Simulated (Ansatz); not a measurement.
# Property card for TaN

TaN:
```yaml
crystal:
  lattice:
    - [-1.44609, 1.44609, 5.10480]
    - [1.44609, -1.44609, 5.10480]
    - [1.44609, 1.44609, -5.10480]
  atoms:
    - { symbol: Ta, position: [0.99869, 0.99869, 0.00000] }
    - { symbol: Ta, position: [0.74869, 0.24869, 0.50000] }
    - { symbol: N, position: [0.41731, 0.41731, 0.00000] }
    - { symbol: N, position: [0.16731, 0.66731, 0.50000] }
```

Space group I4_1md (No. 109); conventional cell a = 2.892 Å, b = 2.892 Å, c = 10.210 Å, α = 90.00°, β = 90.00°, γ = 90.00°.

Method: the program Ansatz at the HSE06 level (PAW). Geometry: relaxed at this level of theory. Other levels are named where they apply.

### Cell and energy

- Volume per atom: 10.68 Å³
- Density: 15.16 g/cm³

### Electronic structure

Band gap: 1.01 eV (indirect)
Valence-band maximum: on the M–S line, 69 % of the way from M
Conduction-band minimum: on the Γ–X line, 46 % of the way from Γ (4 equivalent valleys)
Smallest direct gap on the standard path: 1.44 eV

### Charges

- Bader charges = Ta +1.68, N -1.68 e

A made-up cell: these elements were put on the sites of a structure type; neither database checked (COD, Materials Project) lists it. It is not the phase usual at ambient conditions (space group No. 189). The cell was relaxed with HSE06 under the symmetry of its start; its stability against distortions is not shown here. The run is not spin-polarised. The hybrid was solved on a coarse mesh, the path and, where they were found, the r²SCAN edge points; its band edges are the extreme levels among these. Spin–orbit coupling is left out wherever it is not named.

Potentials: the later of the program's two PAW sets.
